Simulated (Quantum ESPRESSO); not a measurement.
# Si3Ge3C2: a curve over strain

Computed values, not a measurement. The program is pw.x of Quantum ESPRESSO 7.5 (plane-wave density functional theory). The cell is made up: 8 atoms on a zincblende/diamond lattice, with randomly drawn elements, strain and displacements, not relaxed. PseudoDojo standard norm-conserving files (v0.5 for PBE, v0.4.1 for LDA and PBEsol) set the functional; there is no spin polarisation, spin-orbit coupling or dispersion term, and the masses in the input are unused placeholders.

Seven runs add a strain to one cell (shear xy, as the tensor component); the atoms follow the cell and are not relaxed. Stress in the table is positive in tension.

Input of the run at -0.0005:

```
&control calculation='scf', pseudo_dir='./dojo.nc.sr.pbe.v0_5.standard.upf', outdir='./o', disk_io='low', tprnfor=.true., tstress=.true. /
&system ibrav=0, nat=8, ntyp=3, nbnd=41, ecutwfc=82.02448710, nosym=.true., tot_charge=0,
 occupations='smearing', smearing='fd', degauss=0.0073498644
/
&electrons conv_thr=7.350e-09, electron_maxstep=60, /
ATOMIC_SPECIES
C 1.0 C.upf
Ge 1.0 Ge.upf
Si 1.0 Si.upf
CELL_PARAMETERS angstrom
5.7227 -0.0029 0.0
-0.0029 5.7227 0.0
0.0 0.0 5.7227
ATOMIC_POSITIONS angstrom
Si 0.0184 -0.0115 -0.0102
Ge 0.0018 2.7965 2.8602
Si 2.7846 -0.0541 2.8984
Ge 2.8887 2.8939 -0.029
Ge 1.4533 1.408 1.5309
Si 1.4956 4.3092 4.3371
C 4.2483 1.4512 4.3157
C 4.2721 4.299 1.452
K_POINTS automatic
6 6 6 1 1 1
```

| added strain | free energy less that of the input shown (eV) | stress xx (GPa) | stress yy (GPa) | stress zz (GPa) | stress xy (GPa) | pressure (GPa) | iterations |
| --- | --- | --- | --- | --- | --- | --- | --- |
| -0.0158 | -0.0119 | 14.63 | 13.66 | 13.84 | -0.40 | -14.04 | 13 |
| -0.0069 | -0.0094 | 14.62 | 13.65 | 13.78 | 0.32 | -14.02 | 13 |
| -0.0033 | -0.0048 | 14.60 | 13.63 | 13.76 | 0.61 | -13.99 | 13 |
| -0.0005 | 0.0000 | 14.58 | 13.61 | 13.73 | 0.84 | -13.97 | 13 |
| +0.0060 | 0.0162 | 14.51 | 13.55 | 13.67 | 1.37 | -13.91 | 13 |
| +0.0227 | 0.0886 | 14.22 | 13.27 | 13.46 | 2.74 | -13.65 | 13 |

Question: one run is left out of the table, at +0.0105. Estimate its stress xy (GPa).

Answer: 1.74. The whole row:

```
added strain  free energy less that of the input shown (eV)  stress xx (GPa)  stress yy (GPa)  stress zz (GPa)  stress xy (GPa)  pressure (GPa)  iterations
     +0.0105                                         0.0316            14.45            13.49            13.62             1.74          -13.85          13
```

A cubic fit gives a slope of stress xy against the added strain of 81 GPa at zero added strain, with the atoms clamped. Across the table the free energy follows the integral of the stress to within 0.3 meV. A rerun of one of the cells at 1347 eV and a 8 x 8 x 8 mesh moved values by no more than 0.004 eV in energy, 0.02 GPa in stress and 0.004 eV/Å in force.